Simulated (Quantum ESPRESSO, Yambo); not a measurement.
At a photon energy of 9.50 eV, RPA with local fields on PBEsol bands shifted by a G0W0 scissor of 2.67 eV (Quantum ESPRESSO and Yambo; 4×4×4 mesh, 118 bands, 3 Ry local-field block, 0.2 eV broadening) gives ε = 3.09 + 1.16i for CsLiSO5H4 (space group Cm, No. 8), field along x. Axes are Cartesian, with cell vectors (Å) (6.07, -2.87, 0.00), (6.07, 2.87, 0.00), (-1.57, 0.00, 4.55).

Task: Work out n, κ, the normal-incidence reflectivity, the absorption coefficient and the penetration depth.

Result: 
|ε| = 3.30; n = √((|ε| + ε1)/2) = 1.79, κ = √((|ε| − ε1)/2) = 0.32. R = ((n − 1)² + κ²)/((n + 1)² + κ²) = 0.09. α = 2Eκ/(ħc) with ħc = 197.327 eV nm: 0.0312 per nm = 3.1 × 10⁵ per cm, a 1/e depth of 32 nm. The computed direct gap is 7.53 eV, and the energy scale of the real crystal may differ from it. Excitonic effects are left out, and values at one energy depend on mesh and broadening. The scissor comes from a G0W0 run whose convergence isn't established. Convergence of the RPA response with its 4×4×4 mesh was not tested.

Geometry of the Materials Project entry, not relaxed at this level; primitive cell a = b = 6.7101 Å, c = 4.8122 Å, α = β = 107.13°, γ = 50.65°.
